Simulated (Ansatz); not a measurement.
**Bi: stiffness from a series of strains**

```yaml
crystal:
  lattice:
    - [2.27300, 1.31232, 3.95400]
    - [-2.27300, 1.31232, 3.95400]
    - [0.00000, -2.62463, 3.95400]
  atoms:
    - { symbol: Bi, position: [0.23389, 0.23389, 0.23389] }
    - { symbol: Bi, position: [0.76611, 0.76611, 0.76611] }
```

Atoms are numbered in the order listed.

The cell is a measured one (Crystallography Open Database entry 9009658); the temperature and pressure of the measurement aren't taken into account, and nothing was relaxed.

No spin–orbit coupling, which matters for the heavy atoms here.

All numbers below come from DFT, PBEsol, all-electron LAPW, scalar-relativistic (Ansatz 0.2.0).

The runs use a Γ-centred 10×10×10 k mesh, Fermi–Dirac smearing of 0.03 eV, basis error target 0.5 meV/atom, no spin polarisation.

The strain is applied along the Cartesian axes of the cell as listed (γ is the engineering shear, twice εxy = εyz = εzx). Fractional coordinates are held (clamped ions).

σ is the change of stress from the unstrained cell, which is at -0.63 GPa; tension is positive, so slopes are stress–strain coefficients at that pressure. In a metal the k mesh adds noise.

Only quantities that a quadratic follows smoothly over the whole series are listed; rougher ones are left out.

```tsv
γ	σxy (GPa)	σyz (GPa)
-0.0200	-0.16	-0.90
0.0000	0.00	0.00
0.0100	0.08	0.44
0.0200	0.16	0.87
```

Task: Fit the series and read off the stiffness at zero strain.

Result: Least-squares fits y = p0 + p1 x + p2 x² to the rows give σxy (GPa): p1 = 8, p2 = 5.4e-14; σyz (GPa): p1 = 44.3, p2 = -39.

Task: One run, at γ = -0.0100, is withheld. Predict its row.

Result: The fits give -0.08, -0.45; the run gave -0.08, -0.45.
